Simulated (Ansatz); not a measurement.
Starting cell, HfO$_{2}$ (fluorite):

```
CELL_PARAMETERS angstrom
      0.00000     5.09760     5.09760
      2.54880     0.00000     2.54880
      2.54880     2.54880     0.00000
ATOMIC_POSITIONS crystal
  Hf 0.00000 0.00000 0.00000
  Hf 0.50000 0.00000 0.00000
  O  0.12500 0.25000 0.25000
  O  0.62500 0.25000 0.25000
  O  0.37500 0.75000 0.75000
  O  0.87500 0.75000 0.75000
```

Two-dimensional scan of atom 4 (O, nearest neighbour Hf at 2.207 Å; its periodic images, 3.6 Å or more away, move with it): u runs along (0.707, 0.707, 0.000), v along (0.000, 0.000, 1.000) (Cartesian). Cell and other atoms are fixed.

Calculation: PBE (plane waves to 420 eV, PAW, scalar-relativistic; Ansatz, a first-principles code). k mesh 9×9×9 (Γ-centred), Fermi-Dirac smearing 0.05 eV. E stands for the smeared free energy. Points where atoms come too close for the PAW data are left out (x in tables, blank in figures). HfO2 is run without spin polarisation. HfO2 was relaxed with its symmetry unable to fall. Spin-orbit coupling is left out, though Hf is heavy. This is a high-temperature form of HfO2. ΔE is measured from the undisplaced structure. Axes are in Å.

What ΔE (eV/cell) does the calculation give at all points of the grid u = -0.330, -0.165, 0.000, 0.165, 0.330 by v = -0.330, -0.165, 0.000, 0.165, 0.330?

ΔE (eV/cell), with u across and v down:

```tsv
v \ u	-0.330	-0.165	0.000	0.165	0.330
-0.330	x	0.983	0.667	0.983	x
-0.165	1.108	0.387	0.163	0.387	1.108
0.000	0.646	0.154	0.000	0.154	0.646
0.165	0.586	0.263	0.163	0.263	0.586
0.330	0.911	0.722	0.665	0.722	0.911
```

(A displaced cell: forces are minus the slopes of the energy, force constants its curvatures, and phonons follow from these.)
